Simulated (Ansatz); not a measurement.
## Hg (hcp): energy against volume

Theory: DFT, r2SCAN, plane waves (500 eV) with PAW, scalar-relativistic (Ansatz). (PAW data from PBE, frozen cores regenerated.)

The cell is scaled uniformly from the relaxed one, with fractional coordinates and shape fixed. Energies are extrapolated to zero smearing, pressures are those at the given smearing. Magnetic state: spin not included.

A Birch-Murnaghan fit gives V₀ = 27.93 Å³/atom, B₀ = 14.5 GPa, B₀′ = 6.1.

Problem. What are the energy above the minimum and the pressure at 25.538 Å³/atom?

Solution. 11.4 meV/atom and 1.59 GPa as computed.

Problem. What are the energy above the minimum and the pressure at 28.869 Å³/atom?

Solution. 1.3 meV/atom and -0.49 GPa as computed.

Problem. What are the energy above the minimum and the pressure at 29.980 Å³/atom?

Solution. 5.6 meV/atom and -0.89 GPa as computed.

This functional, with no dispersion term, lets the cell expand far past the measured one.
